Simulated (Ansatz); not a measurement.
ZrTa (CsCl type, Pm-3m) at seven volumes, DFT-PBEsol in the program Ansatz with PAW potentials, scaled uniformly. One row is withheld.

| V (Å³/atom) | P (GPa) |
|---|---|
| 17.828 | 15.08 |
| 18.415 | 9.38 |
| 19.003 | ? |
| 19.591 | 0.00 |
| 20.178 | -3.90 |
| 20.766 | -7.36 |
| 21.354 | -10.41 |

Task: Fit the shown pressures and predict the withheld one.

Result: Third-order Birch–Murnaghan: P = (3/2)B₀(x^(7/2) − x^(5/2))[1 + (3/4)(B′ − 4)(x − 1)] with x = (V₀/V)^(2/3). Least squares on the six rows gives V₀ = 19.589 Å³/atom, B₀ = 138.3 GPa, B′ = 3.13. At V = 19.003, x = 1.0205 and P = 4.40 GPa. The run itself gave 4.39 GPa.

The start of the workflow was typed in or built on a structure type; neither database checked (COD, Materials Project) lists it. Its standing as an ambient phase is unchecked. The cell was relaxed with PBEsol under the symmetry of its start; whether a distortion lowers the energy is not shown. The run is not spin-polarised. Its formation energy is positive at this level, so the cell may be metastable or incomplete. Spin–orbit coupling is left out wherever it is not named.

Potentials: the later of the program's two PAW sets.
